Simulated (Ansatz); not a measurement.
Geometry optimisation in Ansatz: input, command and trajectory.

```yaml
crystal:
  lattice:
    - [4.212501, -2.43208858, -4.49333441]
    - [4.212501, -2.43208858, 4.49333441]
    - [-1.404167, -7.29626574, 0.0]
  atoms:
    - { symbol: Rh, position: [0.9400636432, 0.1870459991, 0.400977536] }
    - { symbol: Rh, position: [0.8565651983, 0.6055845025, 0.3997807074] }
    - { symbol: Rh, position: [0.5577796404, 0.3096504896, 0.5982362477] }
    - { symbol: Pd, position: [0.1570750103, 0.9105313342, 0.1976392912] }
    - { symbol: Pt, position: [0.1398050173, 0.3930244961, 0.5983311322] }
    - { symbol: Pt, position: [0.6471716606, 0.8847698713, 0.5981230976] }
    - { symbol: Pt, position: [0.4368518562, 0.696015186, 0.4016869074] }
    - { symbol: Pt, position: [0.2404321952, 0.4899571298, 0.2045368202] }
    - { symbol: Pt, position: [0.0375907136, 0.2889225661, 0.0054669729] }
    - { symbol: Pt, position: [0.8455314933, 0.0909030948, 0.8009268995] }
    - { symbol: Pt, position: [0.7427527614, 0.9911586762, 0.1983698617] }
    - { symbol: Pt, position: [0.544523036, 0.7873071998, 0.9995207079] }
    - { symbol: Pt, position: [0.3461468953, 0.5883278266, 0.8025529652] }
    - { symbol: Pt, position: [0.0570361822, 0.8088828219, 0.5996951073] }
    - { symbol: Pt, position: [0.3600033963, 0.1095693414, 0.4010818442] }
    - { symbol: Pt, position: [0.9584410732, 0.7040801458, 0.0009313605] }
    - { symbol: Pt, position: [0.7595987062, 0.5109529957, 0.7956523806] }
    - { symbol: Pt, position: [0.6624138974, 0.4143023037, 0.1963689455] }
    - { symbol: Pt, position: [0.4562107246, 0.2078218477, 0.9984601059] }
    - { symbol: Pt, position: [0.2571507998, 0.0083601524, 0.7974935595] }
  symmetry: { detect: false }
basis:
  ecutwfc: 500
kpoints:
  mp_grid: { grid: [2, 2, 2], shift: [0.5, 0.5, 0.5] }
hamiltonian:
  xc: r2scan
scf:
  occupations: { method: gaussian, width: 0.1 }
  lower_state_search: "off"
output:
  forces: true
  stress: true
  eigenvalues: true
relax:
  adjacent_minimum: "off"
  f_tol: 0.04
  max_steps: 50
  cell: { stress_tol: 0.3 }
```

```bash
ansatz run input.yaml --threads 4 --pin off --max-ram 9216MiB --backend cpu --events-out ev --progress --plain --runs-dir out
```

Level of theory: Ansatz, DFT r2SCAN, scalar-relativistic, plane waves, PAW.

Of 15 frames 10 are shown, positions in Å and forces in eV/Å; the SCF threshold varies from step to step. Steps run on the plane waves of an earlier cell, with a Pulay correction in the pressure. The basis is chosen afresh for the last frame, the zero of the energies, and at times for earlier ones too; energy and pressure can step there, also at an unchanged geometry. Where two frames share a geometry here, they differ by under 2 meV/atom and 0.3 GPa. The mark taken_back stands on steps that the optimiser undid.

```xyz
20
Lattice="4.2125 -2.4321 -4.4933 4.2125 -2.4321 4.4933 -1.4042 -7.2963 0.0000" Properties=species:S:1:pos:R:3:forces:R:3 pbc="T T T" step=1 free_energy_over_end_meV_per_atom=93.92 pressure_GPa=-2.62
Rh    4.1849   -5.6669   -3.3836   -0.0239   -0.1398    0.5612
Rh    5.5979   -6.4730   -1.1277   -0.1260    0.0308   -0.2246
Rh    2.8140   -6.4746   -1.1149    0.1434   -0.1303   -0.2556
Pd    4.2198   -4.0385    3.3855   -0.0821   -0.0565   -0.0413
Pt    1.4044   -5.6615    1.1378   -0.1385    0.0467   -0.0988
Pt    5.6134   -8.0899    1.0676    0.2041    0.0072    0.4825
Pt    4.2082   -5.6860    1.1645   -0.1056   -0.0626   -0.5000
Pt    2.7896   -3.2687    1.1212   -0.3248    0.0553    0.1071
Pt    1.3678   -0.8340    1.1293    0.1668   -0.1543   -0.0240
Pt    2.8201   -8.1213   -3.3908   -0.0376    0.4376    0.4319
Pt    7.0256   -5.6644    1.1162   -0.3132   -0.1330    0.0091
Pt    4.2068  -10.5319    1.0909    0.0413   -0.1440    0.4589
Pt    2.8096   -8.1284    1.0882   -0.1968    0.2269    0.1283
Pt    2.8056   -6.4815    3.3783    0.2251    0.1522   -0.0071
Pt    1.4149   -4.0684   -1.1253    0.1813    0.0061    0.0708
Pt    7.0021   -4.0502   -1.1429    0.2700   -0.3225   -0.0847
Pt    4.2350   -8.8954   -1.1172    0.0238    0.5145   -0.3642
Pt    4.2599   -4.0514   -1.1148   -0.2927   -0.4418   -0.2452
Pt    1.3952   -8.9000   -1.1161    0.0780    0.1495   -0.2377
Pt   -0.0013   -6.4645   -1.1179    0.3075   -0.0420   -0.1666
20
Lattice="4.0869 -2.3629 -4.6462 4.0785 -2.3440 4.6282 -1.4487 -7.2124 -0.0140" Properties=species:S:1:pos:R:3:forces:R:3 pbc="T T T" step=3 free_energy_over_end_meV_per_atom=65.20 pressure_GPa=-1.16
Rh    4.0065   -5.5641   -3.4226   -0.1099    0.0536   -0.0285
Rh    5.4052   -6.3350   -1.2100    0.1044    0.1200    0.0352
Rh    2.7021   -6.3828   -1.1962    0.1730    0.0251    0.0185
Pd    4.0812   -3.9517    3.4834    0.1048    0.0520   -0.0331
Pt    1.2693   -5.5619    1.1342   -0.1263   -0.0312   -0.0080
Pt    5.3818   -7.9212    1.1366   -0.2161   -0.1166   -0.0815
Pt    3.9961   -5.5670    1.0952   -0.1188    0.0394    0.1149
Pt    2.6292   -3.1730    1.1594   -0.0008    0.0548   -0.0527
Pt    1.3153   -0.8115    1.1592   -0.1320    0.1233    0.0312
Pt    2.6373   -7.9412   -3.4787   -0.1921   -0.2364   -0.1892
Pt    6.7293   -5.5255    1.1138   -0.0393    0.0305   -0.0466
Pt    3.9543  -10.3569    1.1350   -0.0987    0.0181   -0.1847
Pt    2.6061   -7.9611    1.1166   -0.0725   -0.2093    0.0372
Pt    2.7282   -6.3250    3.4882    0.0619   -0.0299    0.0162
Pt    1.3795   -3.9890   -1.1595    0.1444   -0.0653   -0.0219
Pt    6.8442   -3.9498   -1.1831    0.0495    0.2020    0.0883
Pt    4.0742   -8.6832   -1.1969    0.0808   -0.1245    0.1148
Pt    4.1003   -3.9896   -1.1965    0.2191    0.1494    0.0562
Pt    1.3133   -8.7607   -1.1975    0.2080   -0.0569    0.0989
Pt   -0.0195   -6.3899   -1.1753   -0.0393    0.0021    0.0349
20
Lattice="4.0043 -2.3210 -4.7576 4.0233 -2.3598 4.7965 -1.3790 -7.0924 0.0285" Properties=species:S:1:pos:R:3:forces:R:3 pbc="T T T" step=4 free_energy_over_end_meV_per_atom=74.59 pressure_GPa=3.09 taken_back
Rh    3.8099   -5.4317   -3.4676    0.0240   -0.0471    0.0272
Rh    5.4798   -6.2143   -1.1731   -0.0965   -0.5607   -0.2433
Rh    2.8571   -6.3246   -1.1932   -0.1921   -0.0036    0.0871
Pd    4.1621   -3.9281    3.6059    0.0842   -0.3575    0.0020
Pt    1.1221   -5.4652    1.2141    0.1911    0.3263   -0.0324
Pt    5.1531   -7.8798    1.2228    0.2515    0.5790    0.3239
Pt    3.7955   -5.4788    1.2185   -0.0950   -0.1212   -0.0437
Pt    2.4736   -3.0759    1.2069   -0.2928   -0.3684    0.1214
Pt    1.1655   -0.7358    1.1992    0.0246   -0.2652   -0.0780
Pt    2.4445   -7.8753   -3.5772    0.3501    0.9070    0.5852
Pt    6.5004   -5.4806    1.1707   -0.2267   -0.2098    0.1821
Pt    3.8003  -10.2277    1.2131   -0.0696    0.0604    0.3354
Pt    2.4704   -7.9015    1.2453    0.0916    0.8215   -0.0429
Pt    2.8553   -6.2720    3.6825    0.1160   -0.0682   -0.0604
Pt    1.5420   -4.0103   -1.1839   -0.2951    0.1071   -0.0452
Pt    6.8458   -3.8527   -1.1476    0.0729   -0.6954   -0.4037
Pt    4.1576   -8.5958   -1.1368    0.3082    0.3271   -0.3234
Pt    4.2056   -3.9156   -1.1822   -0.4086   -0.6292   -0.1905
Pt    1.4979   -8.6705   -1.1509   -0.3077    0.0179   -0.1673
Pt    0.1139   -6.3430   -1.1690    0.4698    0.1799   -0.0332
20
Lattice="4.0611 -2.3391 -4.6726 4.0817 -2.3703 4.7088 -1.4014 -7.1408 0.0221" Properties=species:S:1:pos:R:3:forces:R:3 pbc="T T T" step=6 free_energy_over_end_meV_per_atom=46.60 pressure_GPa=0.78
Rh    3.8596   -5.4498   -3.4268   -0.0091    0.0400   -0.0433
Rh    5.5510   -6.3193   -1.1624    0.0470   -0.4200   -0.0592
Rh    2.8825   -6.3841   -1.1617   -0.0744   -0.1481    0.0187
Pd    4.2326   -3.9993    3.5427    0.1014   -0.1991    0.0331
Pt    1.1422   -5.4609    1.1835    0.0121    0.2149    0.0139
Pt    5.2338   -7.8665    1.2040   -0.0061    0.3803    0.0592
Pt    3.8433   -5.4857    1.1945   -0.0455    0.0900   -0.0936
Pt    2.4997   -3.0882    1.1864   -0.1023    0.0733    0.0672
Pt    1.1768   -0.7285    1.1792   -0.0580    0.0947   -0.0139
Pt    2.4923   -7.8601   -3.4881    0.0822    0.5268    0.1574
Pt    6.5854   -5.4918    1.1619   -0.0918    0.1392    0.0719
Pt    3.8543  -10.2598    1.1914   -0.0855    0.2231    0.1487
Pt    2.5068   -7.8896    1.2098   -0.0667    0.4143   -0.0352
Pt    2.8924   -6.3478    3.5977    0.0688   -0.1544   -0.0600
Pt    1.5519   -4.0457   -1.1673   -0.0725   -0.0568    0.0173
Pt    6.9498   -3.9428   -1.1404    0.0695   -0.4379   -0.0702
Pt    4.2254   -8.6768   -1.1355    0.1613   -0.0865   -0.1187
Pt    4.2525   -4.0048   -1.1646   -0.1179   -0.3674   -0.0291
Pt    1.5110   -8.7564   -1.1446   -0.0183   -0.1291   -0.0606
Pt    0.1370   -6.3913   -1.1517    0.2062   -0.1975   -0.0037
20
Lattice="4.0820 -2.3426 -4.6499 4.1213 -2.3959 4.7156 -1.3673 -7.1079 0.0371" Properties=species:S:1:pos:R:3:forces:R:3 pbc="T T T" step=7 free_energy_over_end_meV_per_atom=26.51 pressure_GPa=1.69
Rh    3.7984   -5.3672   -3.4285    0.0119    0.0064    0.0393
Rh    5.7125   -6.4109   -1.1244   -0.0382   -0.4735   -0.0567
Rh    3.0286   -6.4466   -1.1334   -0.0706   -0.1512   -0.0075
Pd    4.3894   -4.0990    3.5592    0.0244   -0.1720    0.0621
Pt    1.0765   -5.3644    1.1965    0.1558    0.1089    0.0963
Pt    5.1912   -7.7850    1.2239    0.1475    0.3484    0.0617
Pt    3.7810   -5.4058    1.2263    0.1650    0.0626   -0.1394
Pt    2.4291   -3.0084    1.1973   -0.0035    0.0169    0.0535
Pt    1.0825   -0.6432    1.1883    0.0446   -0.1080   -0.0453
Pt    2.4370   -7.7551   -3.4608    0.2116    0.6281    0.2047
Pt    6.5471   -5.4440    1.1938    0.0112    0.2838    0.1408
Pt    3.8328  -10.1690    1.2161   -0.0458    0.3259    0.2451
Pt    2.4645   -7.7955    1.2399   -0.0317    0.4220   -0.1411
Pt    3.0418   -6.4325    3.6060   -0.0389   -0.1838   -0.1616
Pt    1.6835   -4.1227   -1.1584   -0.3233    0.1362    0.0640
Pt    7.0947   -4.0380   -1.1042   -0.0149   -0.7117   -0.0950
Pt    4.3876   -8.7503   -1.1041    0.1266   -0.0155   -0.1181
Pt    4.3944   -4.1024   -1.1315   -0.2536   -0.3440   -0.1423
Pt    1.6758   -8.8220   -1.1174   -0.1705    0.0640   -0.0372
Pt    0.2767   -6.4494   -1.1322    0.0924   -0.2434   -0.0232
20
Lattice="4.1078 -2.3664 -4.6429 4.1734 -2.4135 4.7298 -1.3447 -7.1084 0.0280" Properties=species:S:1:pos:R:3:forces:R:3 pbc="T T T" step=9 free_energy_over_end_meV_per_atom=15.52 pressure_GPa=-0.57
Rh    3.8044   -5.3616   -3.4369   -0.0366    0.0077    0.0490
Rh    5.8137   -6.5107   -1.1077   -0.0219   -0.1201    0.0445
Rh    3.0988   -6.4989   -1.1305    0.0408   -0.0613   -0.0415
Pd    4.4852   -4.1704    3.5802   -0.0069   -0.0281    0.0073
Pt    1.0882   -5.3396    1.2025    0.0048   -0.0146    0.0869
Pt    5.2382   -7.7522    1.2391    0.0819    0.0593   -0.0416
Pt    3.8161   -5.3870    1.2199    0.0899    0.0399   -0.0475
Pt    2.4321   -2.9924    1.2050    0.0212   -0.0050    0.0194
Pt    1.0600   -0.6235    1.1934   -0.0402   -0.0604    0.0217
Pt    2.4594   -7.7053   -3.4574    0.0387    0.1855    0.0614
Pt    6.5924   -5.4208    1.2302    0.0620    0.1789    0.0211
Pt    3.8731  -10.1334    1.2321    0.0039    0.1601    0.0243
Pt    2.4791   -7.7533    1.2290   -0.0547    0.0530   -0.0373
Pt    3.1254   -6.5051    3.5899   -0.1001   -0.1255   -0.0570
Pt    1.7186   -4.1479   -1.1476   -0.0676    0.0941    0.0230
Pt    7.1936   -4.1588   -1.0877   -0.0389   -0.2509   -0.0301
Pt    4.4924   -8.8262   -1.1007    0.0594   -0.0649   -0.0036
Pt    4.4604   -4.1801   -1.1255   -0.0704   -0.0808   -0.0679
Pt    1.7530   -8.8628   -1.1214    0.0171    0.0989   -0.0250
Pt    0.3461   -6.5000   -1.1321    0.0176   -0.0656   -0.0069
20
Lattice="4.0159 -2.3440 -4.5321 4.2695 -2.4829 4.8450 -1.3050 -7.1089 0.0732" Properties=species:S:1:pos:R:3:forces:R:3 pbc="T T T" step=10 free_energy_over_end_meV_per_atom=12.27 pressure_GPa=-0.09
Rh    3.7322   -5.3425   -3.3107    0.0260    0.0283    0.0141
Rh    5.8149   -6.5666   -0.8986    0.0670    0.0913   -0.0376
Rh    3.1282   -6.5299   -1.0023   -0.0236    0.0182    0.0078
Pd    4.5841   -4.2436    3.7140   -0.0924   -0.0858   -0.0020
Pt    1.1229   -5.3547    1.2967   -0.0350   -0.0499   -0.0079
Pt    5.2856   -7.7704    1.4339    0.0087   -0.0049    0.0423
Pt    3.8601   -5.4076    1.3463   -0.0148   -0.0066    0.0062
Pt    2.4509   -3.0157    1.2915   -0.0091   -0.0111   -0.0074
Pt    1.0635   -0.6367    1.2186   -0.0583   -0.0233    0.0398
Pt    2.4105   -7.6565   -3.3274   -0.0352   -0.0718    0.0333
Pt    6.6210   -5.4289    1.4381    0.0095    0.0031   -0.0225
Pt    3.9180  -10.1370    1.4198    0.0469    0.0207   -0.0183
Pt    2.5110   -7.7642    1.3534   -0.0310   -0.0142    0.0151
Pt    3.2228   -6.5988    3.7091    0.0276    0.0342    0.0432
Pt    1.7137   -4.1393   -1.0578    0.0340   -0.0413   -0.0206
Pt    7.1878   -4.2345   -0.8935   -0.0347   -0.0322   -0.0127
Pt    4.5238   -8.8823   -0.9080   -0.0118   -0.0454   -0.0094
Pt    4.4513   -4.2142   -0.9978    0.0156    0.0722   -0.0218
Pt    1.7883   -8.8675   -0.9905    0.0605    0.0493   -0.0391
Pt    0.3774   -6.5128   -1.0510    0.0506    0.0689   -0.0026
20
Lattice="3.6614 -2.1782 -4.1295 4.5857 -2.6674 5.2608 -1.2883 -7.1191 0.2527" Properties=species:S:1:pos:R:3:forces:R:3 pbc="T T T" step=12 free_energy_over_end_meV_per_atom=5.75 pressure_GPa=1.79
Rh    3.4535   -5.2264   -2.8124    0.1343    0.0789   -0.0200
Rh    5.7082   -6.5581   -0.1807    0.2539    0.2522   -0.0912
Rh    3.0752   -6.5213   -0.5065   -0.2004    0.0612   -0.0103
Pd    4.8181   -4.4119    4.2066   -0.0308   -0.0161    0.0562
Pt    1.1844   -5.4160    1.6088   -0.0262   -0.0110   -0.1245
Pt    5.3588   -7.8022    2.1447   -0.1905   -0.0356    0.0357
Pt    3.9402   -5.4512    1.8383   -0.1599   -0.0219    0.0677
Pt    2.5138   -3.0768    1.5917    0.0211    0.0418    0.0180
Pt    1.1089   -0.6938    1.3095    0.0816    0.0061   -0.0319
Pt    2.1340   -7.5120   -2.8389   -0.0215   -0.2365   -0.0406
Pt    6.6729   -5.4386    2.1610   -0.1332   -0.3279    0.0154
Pt    3.9735  -10.1503    2.1125    0.0131   -0.2678    0.0412
Pt    2.5539   -7.8012    1.8376    0.1829    0.0549    0.0698
Pt    3.4677   -6.7911    4.2019    0.2584    0.2176    0.0480
Pt    1.6354   -4.0845   -0.7498    0.0565   -0.1610   -0.0594
Pt    7.0813   -4.2646   -0.1897   -0.0230    0.2700   -0.0298
Pt    4.4580   -8.9026   -0.2057   -0.1327    0.1325   -0.0463
Pt    4.3477   -4.1775   -0.5114    0.0959    0.0949    0.1279
Pt    1.7334   -8.8213   -0.5025   -0.1071   -0.2173   -0.0191
Pt    0.3276   -6.4887   -0.7558   -0.0723    0.0850   -0.0068
20
Lattice="3.7068 -2.1659 -4.1723 4.5454 -2.6383 5.2143 -1.3292 -7.1265 0.2525" Properties=species:S:1:pos:R:3:forces:R:3 pbc="T T T" step=13 free_energy_over_end_meV_per_atom=0.80 pressure_GPa=0.16
Rh    3.4816   -5.2053   -2.8491   -0.0316    0.0042   -0.0396
Rh    5.7304   -6.5056   -0.2698    0.0202    0.0448    0.0545
Rh    3.0459   -6.4976   -0.5573   -0.0963   -0.0845    0.0703
Pd    4.7719   -4.3825    4.1712    0.0753    0.0795    0.0025
Pt    1.1478   -5.3997    1.5720    0.0086   -0.0166   -0.0549
Pt    5.3088   -7.7957    2.0679   -0.0279   -0.0229    0.0016
Pt    3.8943   -5.4329    1.7979   -0.0272    0.0081    0.0512
Pt    2.5033   -3.0496    1.5674    0.0276    0.0097   -0.0323
Pt    1.1200   -0.6833    1.3011   -0.0162    0.0062    0.0424
Pt    2.1383   -7.5385   -2.8719    0.0102    0.0111   -0.0654
Pt    6.6433   -5.4503    2.0786    0.0716   -0.0257   -0.0208
Pt    3.9342  -10.1708    2.0604   -0.0057   -0.0158   -0.0026
Pt    2.5404   -7.7855    1.8029   -0.0077   -0.0278    0.0019
Pt    3.4323   -6.7287    4.1770   -0.0418   -0.0421   -0.0345
Pt    1.6428   -4.1121   -0.7830    0.0168   -0.0193   -0.0240
Pt    7.0966   -4.1769   -0.2632   -0.0214    0.0092    0.0389
Pt    4.4193   -8.8465   -0.2738    0.0218    0.0336   -0.0073
Pt    4.3667   -4.1548   -0.5466    0.0197    0.0241    0.0585
Pt    1.6809   -8.8472   -0.5394    0.0408    0.0577    0.0104
Pt    0.2889   -6.4868   -0.7792   -0.0370   -0.0336   -0.0507
20
Lattice="3.6929 -2.1547 -4.1635 4.5518 -2.6401 5.2315 -1.3364 -7.1270 0.2599" Properties=species:S:1:pos:R:3:forces:R:3 pbc="T T T" step=15 free_energy_over_end_meV_per_atom=0.00 pressure_GPa=0.08
Rh    3.4629   -5.1949   -2.8372    0.0287   -0.0034    0.0164
Rh    5.7217   -6.4914   -0.2423   -0.0093    0.0051   -0.0130
Rh    3.0205   -6.4981   -0.5303   -0.0084    0.0041   -0.0203
Pd    4.7853   -4.3771    4.1914    0.0121    0.0037    0.0214
Pt    1.1458   -5.3980    1.5760    0.0040   -0.0016   -0.0139
Pt    5.2995   -7.7920    2.0897   -0.0213    0.0098   -0.0015
Pt    3.8876   -5.4306    1.8232   -0.0150    0.0088    0.0211
Pt    2.5024   -3.0498    1.5740    0.0043    0.0049    0.0186
Pt    1.1233   -0.6840    1.3127   -0.0028   -0.0006    0.0052
Pt    2.1269   -7.5273   -2.8642   -0.0044   -0.0126   -0.0068
Pt    6.6481   -5.4474    2.1019    0.0041   -0.0182   -0.0044
Pt    3.9272  -10.1720    2.0827    0.0017   -0.0088    0.0072
Pt    2.5325   -7.7903    1.8247   -0.0024    0.0063   -0.0025
Pt    3.4288   -6.7283    4.1934    0.0090   -0.0099   -0.0076
Pt    1.6387   -4.1118   -0.7794   -0.0101    0.0133    0.0064
Pt    7.0801   -4.1659   -0.2393    0.0154    0.0142   -0.0017
Pt    4.4079   -8.8296   -0.2543   -0.0095   -0.0038   -0.0097
Pt    4.3564   -4.1509   -0.5239    0.0027    0.0216    0.0055
Pt    1.6739   -8.8368   -0.5247   -0.0004   -0.0211   -0.0050
Pt    0.2715   -6.4849   -0.7772    0.0014   -0.0119   -0.0152
```

The run took 4.9 min on 4 threads of Intel(R) Xeon(R) Platinum 8559C (Emerald Rapids), on a shared host, peak memory 2.3 GiB.

The k mesh is coarse. Spin–orbit coupling is left out, which can shift energies with elements as heavy as these. Spin polarisation was left out, and a magnetic state may lie lower.